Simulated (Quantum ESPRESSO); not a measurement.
## W3TaSe5ClS2 (finding a planted mistake in a log)

A calculation, not a measurement. The program is pw.x of Quantum ESPRESSO 7.5 (plane-wave density functional theory). The cell is made up: 12 atoms on a layered 2H lattice, with randomly drawn elements, strain and displacements, not relaxed. PseudoDojo standard norm-conserving files (v0.5 for PBE, v0.4.1 for LDA and PBEsol) set the functional; there is no spin polarisation, spin-orbit coupling or dispersion term, and the masses in the input are unused placeholders.

Intended input:

```
&control calculation='scf', pseudo_dir='./dojo.nc.sr.pbe.v0_5.standard.upf', outdir='./o', disk_io='low', tprnfor=.true., tstress=.true. /
&system ibrav=0, nat=12, ntyp=5, nbnd=83, ecutwfc=85.99341389, nosym=.true., tot_charge=0,
 occupations='smearing', smearing='fd', degauss=0.0018374661
/
&electrons conv_thr=7.350e-09, electron_maxstep=60, /
ATOMIC_SPECIES
Cl 1.0 Cl.upf
S 1.0 S.upf
Se 1.0 Se.upf
Ta 1.0 Ta.upf
W 1.0 W.upf
CELL_PARAMETERS angstrom
3.3238 0.0 0.0
0.0 5.7569 0.0
0.0 0.0 13.2799
ATOMIC_POSITIONS angstrom
W -0.0139 1.9082 3.3622
W 1.5826 0.9412 10.0188
Ta 1.6674 4.7124 3.316
W -0.0002 3.8205 9.9581
Se -0.0245 1.8988 8.2609
Se -0.0712 1.9445 11.6055
Cl 1.6543 1.0484 1.7044
Se 1.6242 0.9985 5.0534
S 1.6157 4.766 8.2589
S 1.7271 4.8358 11.6151
Se 0.0525 3.8611 1.675
Se 0.0957 3.856 4.9281
K_POINTS automatic
7 4 2 1 1 1
```

The log is shortened where brackets say so; the opening notice, blank lines, dates and the lines on written files are dropped, and the path of the files is cut. It prints rydbergs, bohrs and kilobars, and counts compression as positive stress. Where no state is partly filled, the Fermi energy that it prints is only some level between the filled and the empty states on the mesh, and need not lie in the true gap.

Log of the intended run:

```
     Program PWSCF v.7.5
     Parallel version (MPI & OpenMP), running on       4 processor cores
     Number of MPI processes:                 4
     Threads/MPI process:                     1
     [start-up lines left out]
     bravais-lattice index     =            0
     lattice parameter (alat)  =       6.2811  a.u.
     unit-cell volume          =    1714.8059 (a.u.)^3
     number of atoms/cell      =           12
     number of atomic types    =            5
     number of electrons       =       154.00
     number of Kohn-Sham states=           83
     kinetic-energy cutoff     =      85.9934  Ry
     charge density cutoff     =     343.9737  Ry
     scf convergence threshold =      7.3E-09
     mixing beta               =       0.7000
     number of iterations used =            8  plain     mixing
     Exchange-correlation= PBE
                           (   1   4   3   4   0   0   0)
     [axes and pseudopotential details left out]
   Cartesian axes
     site n.     atom                  positions (alat units)
         1        W      tau(   1) = (  -0.0041820   0.5741019   1.0115530  )
         2        W      tau(   2) = (   0.4761418   0.2831699   3.0142608  )
         3        Ta     tau(   3) = (   0.5016547   1.4177748   0.9976533  )
         4        W      tau(   4) = (  -0.0000602   1.1494374   2.9959986  )
         5        Se     tau(   5) = (  -0.0073711   0.5712738   2.4853782  )
         6        Se     tau(   6) = (  -0.0214213   0.5850232   3.4916361  )
         7        Cl     tau(   7) = (   0.4977135   0.3154221   0.5127866  )
         8        Se     tau(   8) = (   0.4886576   0.3004092   1.5203683  )
         9        S      tau(   9) = (   0.4861002   1.4339010   2.4847765  )
        10        S      tau(  10) = (   0.5196161   1.4549010   3.4945243  )
        11        Se     tau(  11) = (   0.0157952   1.1616523   0.5039413  )
        12        Se     tau(  12) = (   0.0287923   1.1601179   1.4826704  )
     number of k points=    28  Fermi-Dirac smearing, width (Ry)=  0.0018
                       cart. coord. in units 2pi/alat
        k(    1) = (   0.0714286   0.0721699   0.0625720), wk =   0.0714286
        k(    2) = (   0.0714286   0.0721699  -0.0625720), wk =   0.0714286
     [further k points left out]
     Dense  grid:   184701 G-vectors     FFT dimensions: (  40,  72, 150)
     Estimated max dynamical RAM per process >     595.26 MB
     Estimated total dynamical RAM >       2.19 GB
     Initial potential from superposition of free atoms
     starting charge     153.9971, renormalised to     154.0000
     Starting wfcs are   97 randomized atomic wfcs
     total cpu time spent up to now is       11.1 secs
     per-process dynamical memory:   432.8 Mb
     Self-consistent Calculation
     iteration #  1     ecut=    85.99 Ry     beta= 0.70
     Davidson diagonalization with overlap
     ethr =  1.00E-02,  avg # of iterations =  2.0
     Threshold (ethr) on eigenvalues was too large:
     Diagonalizing with lowered threshold
     Davidson diagonalization with overlap
     ethr =  2.29E-04,  avg # of iterations =  4.0
     total cpu time spent up to now is       61.8 secs
     total energy              =   -1874.86832017 Ry
     estimated scf accuracy    <       0.41133761 Ry
     iteration #  2     ecut=    85.99 Ry     beta= 0.70
     Davidson diagonalization with overlap
     ethr =  2.67E-04,  avg # of iterations = 13.8
     total cpu time spent up to now is       96.1 secs
     total energy              =   -1874.58844244 Ry
     estimated scf accuracy    <       2.30452453 Ry
     [iterations 3 to 16 left out]
     iteration # 17     ecut=    85.99 Ry     beta= 0.70
     Davidson diagonalization with overlap
     ethr =  1.68E-11,  avg # of iterations =  3.9
     total cpu time spent up to now is      502.5 secs
     total energy              =   -1875.03047680 Ry
     estimated scf accuracy    <       0.00000002 Ry
     iteration # 18     ecut=    85.99 Ry     beta= 0.70
     Davidson diagonalization with overlap
     ethr =  9.79E-12,  avg # of iterations =  2.4
     total cpu time spent up to now is      523.3 secs
     End of self-consistent calculation
     [lines on levels left out]
     the Fermi energy is    11.7858 ev
!    total energy              =   -1875.03047679 Ry
     estimated scf accuracy    <          4.0E-09 Ry
     smearing contrib. (-TS)   =      -0.00000000 Ry
     internal energy E=F+TS    =   -1875.03047679 Ry
     The total energy is F=E-TS. E is the sum of the following terms:
     one-electron contribution =   -1086.14452508 Ry
     hartree contribution      =     588.34938887 Ry
     xc contribution           =    -392.67866205 Ry
     ewald contribution        =    -984.55667854 Ry
     convergence has been achieved in  18 iterations
     Forces acting on atoms (cartesian axes, Ry/au):
     atom    1 type  5   force =     0.00102684    0.00896803   -0.02501498
     atom    2 type  5   force =     0.02977896   -0.04451522   -0.07413193
     atom    3 type  4   force =     0.04738252    0.11559204   -0.01431382
     atom    4 type  5   force =    -0.00391926    0.07173269   -0.02806779
     atom    5 type  3   force =    -0.01438975   -0.00289370    0.03255427
     atom    6 type  3   force =     0.00148345   -0.00280160    0.03492069
     atom    7 type  1   force =     0.00041534   -0.02651594    0.02099326
     atom    8 type  3   force =     0.01151347   -0.01680614   -0.01810830
     atom    9 type  2   force =     0.00889698    0.00205982    0.10227530
     atom   10 type  2   force =    -0.02151195   -0.02314835   -0.06620898
     atom   11 type  3   force =    -0.01945534   -0.04013028   -0.06179349
     atom   12 type  3   force =    -0.04122126   -0.04154137    0.09689577
     Total force =     0.264140     Total SCF correction =     0.000510
     Computing stress (Cartesian axis) and pressure
          total   stress  (Ry/bohr**3)                   (kbar)     P=      -11.28
  -0.00004072   0.00001301  -0.00003915           -5.99        1.91       -5.76
   0.00001301  -0.00017269  -0.00003068            1.91      -25.40       -4.51
  -0.00003915  -0.00003068  -0.00001663           -5.76       -4.51       -2.45
     init_run     :     10.01s CPU     10.35s WALL (       1 calls)
     electrons    :    504.33s CPU    512.32s WALL (       1 calls)
     forces       :      4.54s CPU      4.60s WALL (       1 calls)
     stress       :     14.68s CPU     15.00s WALL (       1 calls)
     [timing details left out]
     PWSCF        :   8m54.38s CPU   9m 3.21s WALL
     JOB DONE.
```

A second run was made from an input with one planted mistake. Its log:

```
     Program PWSCF v.7.5
     Parallel version (MPI & OpenMP), running on       4 processor cores
     Number of MPI processes:                 4
     Threads/MPI process:                     1
     [start-up lines left out]
     bravais-lattice index     =            0
     lattice parameter (alat)  =       6.2811  a.u.
     unit-cell volume          =    1714.8059 (a.u.)^3
     number of atoms/cell      =           12
     number of atomic types    =            5
     number of electrons       =       154.00
     number of Kohn-Sham states=           83
     kinetic-energy cutoff     =      85.9934  Ry
     charge density cutoff     =     343.9737  Ry
     scf convergence threshold =      7.3E-09
     mixing beta               =       0.7000
     number of iterations used =            8  plain     mixing
     Exchange-correlation= PBE
                           (   1   4   3   4   0   0   0)
     [axes and pseudopotential details left out]
   Cartesian axes
     site n.     atom                  positions (alat units)
         1        W      tau(   1) = (  -0.0041820   0.5741019   1.0115530  )
         2        W      tau(   2) = (   0.4761418   0.2831699   3.0142608  )
         3        Ta     tau(   3) = (   0.5016547   1.4177748   0.9976533  )
         4        W      tau(   4) = (  -0.0000602   1.1494374   2.9959986  )
         5        Se     tau(   5) = (  -0.0073711   0.5712738   2.4853782  )
         6        Se     tau(   6) = (  -0.0214213   0.5850232   3.4916361  )
         7        Cl     tau(   7) = (   0.4977135   0.3154221   0.5127866  )
         8        Se     tau(   8) = (   0.4886576   0.3004092   1.5203683  )
         9        S      tau(   9) = (   0.4861002   1.4339010   2.4847765  )
        10        S      tau(  10) = (   0.5196161   1.4549010   3.4945243  )
        11        Se     tau(  11) = (   0.0157952   1.1616523   0.5039413  )
        12        Se     tau(  12) = (   0.0287923   1.1601179   1.4826704  )
     number of k points=     4  Fermi-Dirac smearing, width (Ry)=  0.0018
                       cart. coord. in units 2pi/alat
        k(    1) = (   0.2500000   0.1443398   0.0625720), wk =   0.5000000
        k(    2) = (   0.2500000   0.1443398  -0.0625720), wk =   0.5000000
     [further k points left out]
     Dense  grid:   184701 G-vectors     FFT dimensions: (  40,  72, 150)
     Estimated max dynamical RAM per process >     390.54 MB
     Estimated total dynamical RAM >       1.39 GB
     Initial potential from superposition of free atoms
     starting charge     153.9971, renormalised to     154.0000
     Starting wfcs are   97 randomized atomic wfcs
     total cpu time spent up to now is        3.2 secs
     per-process dynamical memory:   222.3 Mb
     Self-consistent Calculation
     iteration #  1     ecut=    85.99 Ry     beta= 0.70
     Davidson diagonalization with overlap
     ethr =  1.00E-02,  avg # of iterations =  2.0
     Threshold (ethr) on eigenvalues was too large:
     Diagonalizing with lowered threshold
     Davidson diagonalization with overlap
     ethr =  2.23E-04,  avg # of iterations =  4.0
     total cpu time spent up to now is       10.3 secs
     total energy              =   -1874.96981889 Ry
     estimated scf accuracy    <       0.41373338 Ry
     iteration #  2     ecut=    85.99 Ry     beta= 0.70
     Davidson diagonalization with overlap
     ethr =  2.69E-04,  avg # of iterations = 16.0
     total cpu time spent up to now is       15.5 secs
     total energy              =   -1874.75933604 Ry
     estimated scf accuracy    <       1.88042189 Ry
     [iterations 3 to 15 left out]
     iteration # 16     ecut=    85.99 Ry     beta= 0.70
     Davidson diagonalization with overlap
     ethr =  2.16E-11,  avg # of iterations =  6.0
     total cpu time spent up to now is       67.3 secs
     total energy              =   -1875.13521158 Ry
     estimated scf accuracy    <       0.00000001 Ry
     iteration # 17     ecut=    85.99 Ry     beta= 0.70
     Davidson diagonalization with overlap
     ethr =  6.72E-12,  avg # of iterations =  2.0
     total cpu time spent up to now is       70.3 secs
     End of self-consistent calculation
     [lines on levels left out]
     the Fermi energy is    11.5544 ev
!    total energy              =   -1875.13521158 Ry
     estimated scf accuracy    <          1.3E-09 Ry
     smearing contrib. (-TS)   =      -0.00000000 Ry
     internal energy E=F+TS    =   -1875.13521158 Ry
     The total energy is F=E-TS. E is the sum of the following terms:
     one-electron contribution =   -1086.20835055 Ry
     hartree contribution      =     588.26990156 Ry
     xc contribution           =    -392.64008404 Ry
     ewald contribution        =    -984.55667854 Ry
     convergence has been achieved in  17 iterations
     Forces acting on atoms (cartesian axes, Ry/au):
     atom    1 type  5   force =     0.00119819   -0.00201054   -0.02259643
     atom    2 type  5   force =     0.02569556   -0.02801309   -0.06953655
     atom    3 type  4   force =     0.04228324    0.10212469   -0.01419445
     atom    4 type  5   force =    -0.00508208    0.08446314   -0.03028634
     atom    5 type  3   force =    -0.01127051   -0.00948944    0.03586977
     atom    6 type  3   force =     0.00280370   -0.01192330    0.02716081
     atom    7 type  1   force =     0.00065657   -0.02170187    0.03050298
     atom    8 type  3   force =     0.01155315   -0.01497280   -0.02816577
     atom    9 type  2   force =     0.00791700   -0.00299624    0.10875762
     atom   10 type  2   force =    -0.01967356   -0.03152603   -0.07151303
     atom   11 type  3   force =    -0.01771951   -0.03238518   -0.05781557
     atom   12 type  3   force =    -0.03836176   -0.03156934    0.09181697
     Total force =     0.257363     Total SCF correction =     0.000205
     Computing stress (Cartesian axis) and pressure
          total   stress  (Ry/bohr**3)                   (kbar)     P=      -21.25
  -0.00005823   0.00001827  -0.00003594           -8.57        2.69       -5.29
   0.00001827  -0.00023951  -0.00004349            2.69      -35.23       -6.40
  -0.00003594  -0.00004349  -0.00013568           -5.29       -6.40      -19.96
     init_run     :      2.89s CPU      3.01s WALL (       1 calls)
     electrons    :     66.19s CPU     67.17s WALL (       1 calls)
     forces       :      0.92s CPU      0.98s WALL (       1 calls)
     stress       :      2.46s CPU      2.56s WALL (       1 calls)
     [timing details left out]
     PWSCF        :   1m12.68s CPU   1m13.99s WALL
     JOB DONE.
```

Question: what was wrong in the second input?

Answer: the k-point mesh is too coarse. The input lines that differ, file-writing options aside:

```
- 7 4 2 1 1 1
+ 2 2 2 1 1 1
```

|  | intended run | run with the mistake |
| --- | --- | --- |
| free energy (eV) | -25511.089 | -25512.514 |
| smearing term -TS (eV) | 0.0000 | 0.0000 |
| pressure (GPa) | -1.13 | -2.13 |
| largest force component (eV/Å) | 2.972 | 2.796 |
| largest change of a force component (eV/Å) |  | 0.424 |
| iterations | 18 | 17 |

For scale, a rerun of the intended cell at a cutoff of 1467 eV and k mesh 9 x 6 x 4 moved values by no more than 0.004 eV in energy, 0.03 GPa in stress and 0.005 eV/Å in force.